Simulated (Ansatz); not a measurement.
All numbers below come from DFT PBE, scalar-relativistic, plane waves, PAW in Ansatz. Settings: cutoff 420 eV, Γ-centred meshes spaced at most about 0.3 Å⁻¹, and about 0.25 Å⁻¹ or finer for metals (2π included), Gaussian smearing. No spin polarisation in the final relaxations.

All energies are static (0 K, no zero-point motion). All come from trial cells, and lower structures may exist.

Problem. Order these relaxed structures of HfBi3O by energy, lowest first, with the energy over the lowest of them.
A.

```
CELL_PARAMETERS angstrom
4.91602 0.00000 0.00000
0.00000 4.91602 0.00000
0.00000 0.00000 4.91602
ATOMIC_POSITIONS crystal
Hf 0.00000 0.00000 0.00000
Bi 0.50000 0.00000 0.50000
Bi 0.50000 0.50000 0.00000
Bi 0.00000 0.50000 0.50000
O 0.50000 0.50000 0.50000
```

B.

```
CELL_PARAMETERS angstrom
6.62725 0.00000 0.00000
-3.31363 5.73937 0.00000
0.00000 0.00000 3.86121
ATOMIC_POSITIONS crystal
Hf 0.00000 0.00000 0.00000
Bi 0.50000 0.00000 0.00000
Bi 0.00000 0.50000 0.00000
Bi 0.50000 0.50000 0.00000
O 0.00000 0.00000 0.50000
```

C.

```
CELL_PARAMETERS angstrom
6.53103 0.00000 0.00000
-3.26551 5.65604 0.00000
0.00000 0.00000 3.86834
ATOMIC_POSITIONS crystal
Hf 0.00000 0.00000 0.00000
Bi 0.50000 0.00000 0.50000
Bi 0.00000 0.50000 0.50000
Bi 0.50000 0.50000 0.50000
O 0.00000 0.00000 0.50000
```

D.

```
CELL_PARAMETERS angstrom
5.56181 0.00000 0.00000
0.00000 5.56181 0.00000
0.00000 0.00000 5.65104
ATOMIC_POSITIONS crystal
Hf 0.50000 0.50000 0.50000
Bi 0.50000 0.50000 0.00000
Bi 0.50000 0.00000 0.50000
Bi 0.00000 0.50000 0.50000
O 0.00000 0.00000 0.50000
```

Solution. B (0 meV/atom), C (232 meV/atom), A (592 meV/atom), D (932 meV/atom). Forms: B P6/mmm; C P6/mmm; A antiperovskite type, Pm-3m; D P4/mmm. Counting Bi or Hf atoms around O (for each partner element, those within 1.25 times its shortest distance or 1.15 times the sum of covalent radii, where it is the nearest in units of that sum or under 1.3; the shortest distance is added where it exceeds 1.18 times the sum of covalent radii): B has O 2; C has O 2; A has O 6; D has O 4 from 2.8 Å.

These runs have no spin–orbit coupling, which can matter for Bi and Hf. A magnetic state wasn't ruled out in cells without spin, among them P6/mmm at 29.4 Å³/atom, P6/mmm at 28.6 Å³/atom, Pm-3m. Cells relaxed within their symmetry can be saddle points. Some types were kept out of the candidates beforehand, so the set may lack a known form.
